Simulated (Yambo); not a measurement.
## Convergence of the G0W0 gap of B

G0W0@LDA for B (space group R-3m, No. 166) in Yambo. Reference settings: 4×4×4 Γ-centred k mesh, 127 bands and a 7 Ry block in the screening, 127 bands in G with the Bruneval-Gonze terminator, plasmon pole fitted at 27.2 eV. The LDA gap Z → Γ on this mesh is 1.52 eV; G0W0 gaps are taken between the same points.

| change from the reference | G0W0 gap Z → Γ (eV) | shift of the valence edge (eV) | rough Yambo cost |
|---|---|---|---|
| reference settings | 2.01 | -0.15 | 1 |
| 49 bands in W, 49 bands in G | 2.09 | 0.26 | about 1/3 |
| 49 bands in G | 2.05 | -0.02 | – |
| 6 Ry block | 1.99 | -0.11 | within a factor of two |
| 2×2×2 mesh | 2.00 | -0.06 | about 1/20 |
| 49 bands in G, no terminator | 1.97 | 0.77 | – |
| no terminator | 1.98 | 0.06 | – |

The reference isn't shown to be the converged limit. Costs are rough (shared machines), scaled to the same edge states, and given only for runs that recompute the screening.

Geometry of the Materials Project entry, not relaxed at this level; primitive cell a = 5.0425 Å, b = 5.0425 Å, c = 5.0425 Å, α = 58.12°, β = 58.12°, γ = 58.12°.

A shift is the quasiparticle energy of the state minus its LDA energy.
